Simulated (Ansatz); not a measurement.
This cell of Si (diamond) is off equilibrium:

```
CELL_PARAMETERS angstrom
      0.00000     2.87915     2.53365
      2.87915     0.00000     2.53365
      2.87915     2.87915     0.00000
ATOMIC_POSITIONS crystal
  Si 0.50000 0.50000 0.50000
  Si 0.75000 0.75000 0.75000
```

These are PBE (plane waves to 420 eV, PAW, scalar-relativistic; Ansatz, a program for electronic structure) values and carry that method's errors. k mesh 10×10×10 (Γ-centred), Fermi-Dirac smearing 0.05 eV. Energies are smeared free energies. Compression counts positive. As the smearing reaches across the gap at some points, the response to shear is sensitive to the k mesh, so small differences along c/a are uncertain. Si was relaxed with its symmetry unable to fall. The PAW data are Ansatz's earlier set.

**Question.** Give the stress tensor in GPa and the pressure.

**Answer.** 
```
   -5.8      0.0      0.0
    0.0     -5.8      0.0
    0.0      0.0      3.5
```
The pressure, a third of the trace, is -2.7 GPa.

**Question.** It is the relaxed cell deformed to V/V₀ = 1.027, (c/a)/(c/a)₀ = 0.880, c along z, fractional positions held. What is its energy relative to the relaxed cell?

**Answer.** 62 meV/atom.

(Under strain, the slope of the energy per volume gives the stress and its curvature an elastic modulus.)
